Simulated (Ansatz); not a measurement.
**Bi₂Te₃ under strain — ²⁰⁹Bi nuclear quadrupole resonance**

Cell: a structure deposited in the COD, relaxed with PBE at fixed cell and then changed (z stretched by 1 %, ions relaxed).

```
Bi Te
1.0
     2.19300    1.26613   10.26732
    -2.19300    1.26613   10.26732
     0.00000   -2.53226   10.26732
Bi Te
2 3
Direct
  0.39963 0.39963 0.39963
  0.60037 0.60037 0.60037
  0.00000 0.00000 0.00000
  0.21058 0.21058 0.21058
  0.78942 0.78942 0.78942
```

Atom numbers follow the list; atoms alike are taken as one site, whose name carries the number of the first.

Level of theory: DFT, PBE, plane waves and PAW, scalar-relativistic, 420 eV cutoff, Γ-centred 12×12×12 k-points, Fermi–Dirac smearing 0.02 eV (Ansatz 0.2.0).

²⁰⁹Bi: I = 9/2, Q = -516.0 mb (year-2017 value). Static lattice, zero field.

Question: Predict the zero-field ²⁰⁹Bi lines of each site.

Answer: For I = 9/2 and η = 0 the lines are |C_Q|/24 times 1, 2, 3 and 4; η shifts the lowest up most.

```
site  atoms  V_zz (10²¹ V/m²)  C_Q (MHz)     η  line frequencies (MHz)
  Bi   1, 2              2.94      -36.7  0.00  1.53, 3.06, 4.59, 6.12
```

An axis of threefold or higher order runs through Bi, so V_zz lies along it and η is zero.

Spin–orbit coupling is left out, which shifts gradients on Bi by a few per cent in wide-gap crystals, and can shift them far more where the calculated gap is small or absent, as here. Newer work puts Q(²⁰⁹Bi) near −420 mb, which would lower these couplings by about a fifth. With a gap of 0.3 eV on this mesh, the gradients can still move by some per cent as the k-mesh gets denser.

The relaxation (3 steps) took 3.4 min of wall time (3.4 min of CPU time) and 1.5 GiB at its peak, on 1 thread of Intel Xeon Platinum 8259CL CPU @ 2.50GHz (Skylake/Cascade Lake) (x86_64; 16 cores open to the job, memory cap 3.0 GiB, no GPU), a shared host with a load of 0.5 a core.
